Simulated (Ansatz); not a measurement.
PtSeS, first-principles data

PtSeS:
```cif
data_PtSSe
_chemical_formula_sum 'Pt1 Se1 S1'
_space_group_name_H-M_alt 'P3m1'
_space_group_IT_number 156
_space_group_name_Hall 'P 3 -2"'
_cell_length_a 3.65336
_cell_length_b 3.65336
_cell_length_c 4.62257
_cell_angle_alpha 90.000
_cell_angle_beta 90.000
_cell_angle_gamma 120.000
loop_
_atom_site_label
_atom_site_type_symbol
_atom_site_symmetry_multiplicity
_atom_site_Wyckoff_symbol
_atom_site_fract_x
_atom_site_fract_y
_atom_site_fract_z
_atom_site_occupancy
Pt1 Pt 1 b 0.33333 0.66667 0.00963 1
Se1 Se 1 a 0.00000 0.00000 0.73024 1
S1 S 1 c 0.66667 0.33333 0.26013 1
```

Space group P3m1 (No. 156); conventional cell a = b = 3.6534 Å, c = 4.6226 Å, α = β = 90.00°, γ = 120.00°.

Method: LDA in the plane-wave PAW code Ansatz. Geometry: relaxed at this level of theory. Other levels are named where they apply.

**Cell and energy**

```yaml
volume_per_atom: 17.81 Å³
density: 9.51 g/cm³
Formation energy from the elements (no fitted shifts): -441 meV/atom
```

**Electronic structure**

```yaml
electronic_character: metallic (no gap)
Density of states at the Fermi level: 0.11 states/eV per atom (mean over ±0.08 eV)
```

**Mechanics**

```yaml
Bulk modulus (Birch–Murnaghan fit): 57.0 GPa
Pressure derivative B′: 13.4
```

**Phonons**

```yaml
highest_zone_centre_frequency: 309 cm⁻¹
zone_centre_stability: no imaginary mode at Γ
```

The workflow started from a Materials Project entry (that database holds measured and hypothetical structures alike); the Crystallography Open Database copy checked does not list it. With Se and S taken as one species the cell has the higher symmetry P-3m1, so it may be an ordered model of a mixed-site phase. Whether it is the stable phase at ambient conditions was not checked. The LDA relaxation kept the symmetry of its start. No spin polarisation was allowed. A crystal of weakly bound layers computed without a dispersion correction: the cell and the soft elastic constants depend strongly on that. As this level gives no gap, phonon frequencies hold no LO–TO term and depend on the k-mesh and smearing (Fermi–Dirac, 0.1 eV here). The references are the lowest solids computed at this level, not always the standard phases. Scalar-relativistic: spin–orbit coupling is off unless named, which matters more the heavier the elements.

Potentials: the later of the program's two PAW sets.
